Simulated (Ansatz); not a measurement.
The cell below belongs to a search over invented structures; it isn't taken from experiment.

Input and command of a plane-wave DFT calculation in Ansatz:

```yaml
crystal:
  lattice:
    - [4.78788286, 0.0, 0.0]
    - [0.0, 4.78788286, 0.0]
    - [0.0, 0.0, 3.54945128]
  atoms:
    - { symbol: Mn, position: [0.5, 0.0, 0.15817362], spin: 4.0 }
    - { symbol: Mn, position: [0.0, 0.5, 0.84182638], spin: 4.0 }
    - { symbol: Si, position: [0.0, 0.0, 0.5] }
    - { symbol: Si, position: [0.5, 0.5, 0.5] }
    - { symbol: O, position: [0.5, 0.0, 0.65870852] }
    - { symbol: O, position: [0.0, 0.5, 0.34129148] }
basis:
  ecutwfc: 420
kpoints:
  mp_grid: { grid: [4, 4, 5] }
hamiltonian:
  xc: pbe
scf:
  occupations: { method: gaussian, width: 0.2 }
  lower_state_search: "off"
output:
  forces: true
  stress: true
  eigenvalues: true
  populations: true
magnetization:
  spin_polarized: true
relax:
  adjacent_minimum: "off"
  f_tol: 0.08
  max_steps: 16
  cell: { stress_tol: 0.8 }
```

```bash
ansatz run input.yaml --threads 1 --pin off --max-ram 2560MiB --backend cpu --events-out ev --progress --plain --runs-dir out
```

Processor: Intel(R) Xeon(R) Processor @ 2.70GHz, 1 thread, on a host shared with other jobs.

Q: How long does it run, and how much memory does it take?

A: About 2.5 min, peak memory 0.45 GiB. It solves 35 bands at 18 k points (after reduction by symmetry) with about 1583 plane waves (on the last cell), in 139 SCF iterations over 12 ionic steps.
